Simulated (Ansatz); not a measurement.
MoIr4: changing the choice of potentials or basis

The cell as given:

```cif
data_structure
_symmetry_space_group_name_H-M 'R-3m:H'
_symmetry_Int_Tables_number 166
_cell_length_a 2.7484
_cell_length_b 2.7484
_cell_length_c 33.9183
_cell_angle_alpha 90.000
_cell_angle_beta 90.000
_cell_angle_gamma 120.000
_cell_volume 221.89
loop_
_atom_site_label
_atom_site_type_symbol
_atom_site_symmetry_multiplicity
_atom_site_Wyckoff_symbol
_atom_site_fract_x
_atom_site_fract_y
_atom_site_fract_z
_atom_site_occupancy
Ir1 Ir 6 c 0.66667 0.33333 0.93363 1
Ir2 Ir 6 c 0.33333 0.66667 0.86598 1
Mo1 Mo 3 a 0.00000 0.00000 0.00000 1
```

The cell comes from a database or a generator and needn't be the stable form of this composition.

Kept alike: task relaxation of cell and atoms; functional PBEsol; k mesh 11 × 11 × 11; occupations fermi-dirac, width 0.05 eV; no spin polarisation. Program: Ansatz. Cutoffs run from 420 to 1800 eV. The mesh is that of the run's cell of 5 atoms. No spin-orbit coupling.

| choice of potentials or basis | volume (Å³/atom) |
| --- | --- |
| Ansatz PAW (files of its older set among them) (made for PBE) | 14.269 |
| Ansatz PAW (made for PBE) | 14.264 |
| JTH PAW (made for PBE) | 14.292 |
| PseudoDojo standard (PBEsol files) | 14.252 |
| PseudoDojo stringent (PBEsol files) | 14.252 |

The relaxations keep at least the cell's symmetry (R-3m). For a metal such a mesh leaves the last digits unconverged. Relaxations stop with a little pressure left, so the last digits of a volume or edge aren't settled.

The volume runs from 14.252 (PseudoDojo standard (PBEsol files); PseudoDojo stringent (PBEsol files)) to 14.292 Å³/atom (JTH PAW (made for PBE)).
